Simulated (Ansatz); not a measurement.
Property card for FeNi

FeNi:
```cif
data_FeNi
_chemical_formula_sum 'Fe1 Ni1'
_space_group_name_H-M_alt 'P 1'
_space_group_IT_number 1
_cell_length_a 2.51368
_cell_length_b 2.51368
_cell_length_c 3.53618
_cell_angle_alpha 90.000
_cell_angle_beta 90.000
_cell_angle_gamma 90.000
loop_
_space_group_symop_operation_xyz
  'x, y, z'
loop_
_atom_site_label
_atom_site_type_symbol
_atom_site_fract_x
_atom_site_fract_y
_atom_site_fract_z
_atom_site_occupancy
Fe1 Fe 0.00000 0.00000 0.00000 1
Ni1 Ni 0.50000 0.50000 0.50000 1
```
The run is spin-polarised; directions of the spins, atom by atom: ↑ ↑.

Space group P4/mmm (No. 123), L1₀ or tetragonal B2; conventional cell a = 2.5137 Å, b = 2.5137 Å, c = 3.5362 Å, α = 90.00°, β = 90.00°, γ = 90.00°.

Method: the program Ansatz at the r²SCAN level (PAW). The cell and atoms are relaxed at this level. Other levels are named where they apply.

Cell and energy:

```yaml
volume_per_atom: 11.17 Å³
density: 8.51 g/cm³
Formation energy from the elements (no fitted shifts): -105 meV/atom
```

Electronic structure:

```yaml
electronic_character: metallic (no gap)
Density of states at the Fermi level: 0.62 states/eV per atom (mean over ±0.08 eV)
```

Magnetism:

```yaml
magnetic_order: ferromagnetic
net_moment: 1.77 μB per atom
```

Mechanics:

```yaml
Bulk modulus (Birch–Murnaghan fit): 197 GPa
Pressure derivative B′: 4.4
```

Charges:

```yaml
bader_charges: Fe +0.32, Ni -0.32 e
```

The workflow started from a Materials Project entry (that database holds measured and hypothetical structures alike); the Crystallography Open Database files this formula in space group No. 123, but the cells were not matched. Its standing as an ambient phase is unchecked. The r²SCAN relaxation kept the symmetry of its start; whether a distortion lowers the energy is not shown. Spin order of the final state: ferromagnetic, chosen from 5 collinear starts compared on coarse meshes (ties went to the first, and starts can fall back to one state), not a proven ground state. Other orbital occupations within this spin state were not tried. For itinerant 3d metals, meta-GGAs of the SCAN family and hybrids are commonly reported to give too large moments. Axis ratios of metals converge slowly with the k-mesh, so a and c are less sure than the volume. The references are the lowest solids computed at this level, not always the standard phases.

Potentials: the earlier of the program's two PAW sets.
